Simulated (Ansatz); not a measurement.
Zr3N4:
Space group I-43d (No. 220); a = b = c = 6.703 Å, α = β = γ = 90.00°

```csv
atom,site,symmetry,x,y,z
N,16c,.3.,0.0709,0.0709,0.0709
Zr,12a,-4..,0.0000,0.2500,0.3750
```
(The calculation used a cell of 14 atoms; values per cell refer to that cell.)

Relaxed with PBEsol.

Problem. Which orbitals make up the states near the band edges in DFT-PBEsol in the program Ansatz with PAW potentials?

Solution. Top 1 eV of the valence band: N 2p 83 %, Zr 4d 13 %. Bottom 1 eV of the conduction band: Zr 4d 79 %, N 2p 16 %. Projections are on Löwdin-orthogonalised atomic valence shells; empty p or d shells of many metals are not among them.

Problem. Tabulate the density of states.

Solution. States/eV per cell of 14 atoms, in 0.25 eV bins, energy from the valence-band maximum.

| E (eV) | total | Zr 4d | N 2p | N 2s |
|---|---|---|---|---|
| -7.85 | 0.00 | 0.00 | 0.00 | 0.00 |
| -7.60 | 0.00 | 0.00 | 0.00 | 0.00 |
| -7.35 | 0.00 | 0.00 | 0.00 | 0.00 |
| -7.10 | 0.00 | 0.00 | 0.00 | 0.00 |
| -6.85 | 0.00 | 0.00 | 0.00 | 0.00 |
| -6.60 | 0.00 | 0.00 | 0.00 | 0.00 |
| -6.35 | 0.00 | 0.00 | 0.00 | 0.00 |
| -6.10 | 1.79 | 0.59 | 0.98 | 0.02 |
| -5.85 | 2.56 | 0.82 | 1.42 | 0.04 |
| -5.60 | 4.75 | 1.47 | 2.69 | 0.10 |
| -5.35 | 6.95 | 2.10 | 4.08 | 0.13 |
| -5.10 | 9.63 | 2.98 | 5.80 | 0.13 |
| -4.85 | 9.27 | 2.86 | 5.67 | 0.14 |
| -4.60 | 7.31 | 2.37 | 4.45 | 0.12 |
| -4.35 | 12.91 | 4.02 | 8.06 | 0.17 |
| -4.10 | 12.38 | 3.71 | 7.92 | 0.13 |
| -3.85 | 12.22 | 3.56 | 7.86 | 0.14 |
| -3.60 | 8.13 | 2.40 | 5.28 | 0.09 |
| -3.35 | 4.04 | 1.21 | 2.59 | 0.07 |
| -3.10 | 2.42 | 0.78 | 1.50 | 0.04 |
| -2.85 | 10.01 | 3.04 | 6.45 | 0.13 |
| -2.60 | 13.92 | 4.00 | 9.17 | 0.19 |
| -2.35 | 10.27 | 2.82 | 6.95 | 0.15 |
| -2.10 | 12.66 | 3.44 | 8.67 | 0.19 |
| -1.85 | 12.90 | 3.04 | 9.10 | 0.29 |
| -1.60 | 8.60 | 1.84 | 6.27 | 0.17 |
| -1.35 | 6.59 | 1.23 | 4.99 | 0.13 |
| -1.10 | 5.29 | 0.96 | 4.07 | 0.08 |
| -0.85 | 6.39 | 1.03 | 5.09 | 0.07 |
| -0.60 | 6.36 | 0.86 | 5.25 | 0.05 |
| -0.35 | 3.50 | 0.35 | 3.02 | 0.02 |
| -0.10 | 1.16 | 0.07 | 1.05 | 0.00 |
| 0.15 | 0.00 | 0.00 | 0.00 | 0.00 |
| 0.40 | 0.00 | 0.00 | 0.00 | 0.00 |
| 0.65 | 0.00 | 0.00 | 0.00 | 0.00 |
| 0.90 | 0.15 | 0.13 | 0.02 | 0.00 |
| 1.15 | 0.46 | 0.39 | 0.06 | 0.00 |
| 1.40 | 1.06 | 0.85 | 0.17 | 0.01 |
| 1.65 | 2.65 | 2.06 | 0.45 | 0.06 |
| 1.90 | 4.88 | 3.66 | 0.92 | 0.17 |
| 2.15 | 9.09 | 6.52 | 1.93 | 0.38 |
| 2.40 | 11.18 | 7.85 | 2.60 | 0.41 |
| 2.65 | 4.26 | 2.84 | 1.14 | 0.15 |
| 2.90 | 3.01 | 2.04 | 0.76 | 0.11 |
| 3.15 | 5.91 | 4.43 | 1.12 | 0.20 |
| 3.40 | 8.32 | 6.32 | 1.54 | 0.21 |
| 3.65 | 7.49 | 5.66 | 1.40 | 0.20 |
| 3.90 | 5.43 | 4.26 | 0.84 | 0.18 |
| 4.15 | 8.38 | 6.49 | 1.06 | 0.54 |
| 4.40 | 12.90 | 9.88 | 1.63 | 0.91 |
| 4.65 | 9.71 | 7.23 | 1.37 | 0.71 |
| 4.90 | 12.31 | 9.60 | 1.53 | 0.78 |
| 5.15 | 17.69 | 13.79 | 2.32 | 0.92 |
| 5.40 | 12.69 | 9.80 | 1.78 | 0.65 |
| 5.65 | 12.40 | 9.35 | 2.05 | 0.53 |

The cell was relaxed with PBEsol under the symmetry of its start. The run is not spin-polarised. Spin–orbit coupling is left out wherever it is not named.

Potentials: the later of the program's two PAW sets.
